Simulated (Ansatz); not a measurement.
Input:

ZrIr2 (cubic Laves, MgCu2 type)

```yaml
crystal:
  lattice:
    - [0.00000, 7.30430, 7.30430]
    - [3.65215, 0.00000, 3.65215]
    - [3.65215, 3.65215, 0.00000]
  atoms:
    - { symbol: Zr, position: [0.25000, 0.50000, 0.50000] }
    - { symbol: Zr, position: [0.75000, 0.50000, 0.50000] }
    - { symbol: Zr, position: [0.37500, 0.75000, 0.75000] }
    - { symbol: Zr, position: [0.87500, 0.75000, 0.75000] }
    - { symbol: Ir, position: [0.31250, 0.12500, 0.12500] }
    - { symbol: Ir, position: [0.81250, 0.12500, 0.12500] }
    - { symbol: Ir, position: [0.06250, 0.12500, 0.62500] }
    - { symbol: Ir, position: [0.56250, 0.12500, 0.62500] }
    - { symbol: Ir, position: [0.06250, 0.62500, 0.12500] }
    - { symbol: Ir, position: [0.56250, 0.62500, 0.12500] }
    - { symbol: Ir, position: [0.06250, 0.12500, 0.12500] }
    - { symbol: Ir, position: [0.56250, 0.12500, 0.12500] }
```

The atoms are displaced by Q × the pattern below (from a DFPT mode at L = (0.5, 0.0, 0.0), largest move 1; Q in Å), at fixed cell. (q is in reciprocal vectors of the primitive cell; the cell shown is doubled to hold the pattern.)

| atom | x | y | z |
|---|---|---|---|
| Ir7 | 0.707 | 0.000 | 0.707 |
| Ir8 | -0.707 | 0.000 | -0.707 |
| Ir9 | -0.707 | -0.707 | 0.000 |
| Ir10 | 0.707 | 0.707 | 0.000 |
| Ir11 | 0.000 | 0.707 | -0.707 |
| Ir12 | 0.000 | -0.707 | 0.707 |

Atoms not listed stay in place.

These are LDA (plane waves to 420 eV, PAW, scalar-relativistic; Ansatz, an electronic-structure program) values and carry that method's errors. k mesh 11×11×11 (Γ-centred), Fermi-Dirac smearing 0.05 eV. The energy includes the smearing's −TS. With partly filled bands, energies and forces of such displacements shift with the k mesh and the smearing. Spin-orbit coupling is left out, though Ir is heavy. ZrIr2 is run without spin polarisation. ZrIr2 was relaxed with its symmetry unable to fall. ΔE is measured from the undisplaced structure.

The scan covers Q from -0.440 to 0.440 Å in 13 points.

Task: Which space group does the distorted structure have?

Result: R-3c (No. 167), lowered from Fd-3m.

Task: Is this a single well or a double well?

Result: A double well: the undisplaced structure is a maximum between two minima.

Task: By a smooth curve, how deep is the well, measured from the undisplaced structure?

Result: 363 meV/cell, cell held fixed.

Task: By a smooth curve through the points, how far does the most displaced atom move to reach the deepest minimum?

Result: 0.26 Å from zero.

Task: What is the energy change at Q = 0.440 Å?

Result: 407 meV/cell.

(A displaced cell: forces are minus the slopes of the energy, force constants its curvatures, and phonons follow from these.)
